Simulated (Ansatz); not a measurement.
Consider the following.

Cu3Au (Cu3Au type, Pm-3m), a = b = c = 3.7809 Å, α = β = γ = 90.00°.

This is the PBE-relaxed structure.

Q: All from PBE (plane waves, PAW; program Ansatz), unless another level is named. Predict the density of states at the Fermi level.

A: 0.26 states/eV per atom (mean over ±0.08 eV).

Q: Predict the formation energy from the elements (no fitted shifts).

A: -0.043 eV/atom.

The PBE relaxation kept the symmetry of its start. No spin polarisation was allowed. The references are the lowest solids computed at this level, not always the standard phases. Spin–orbit coupling is left out wherever it is not named.

Potentials: the later of the program's two PAW sets.
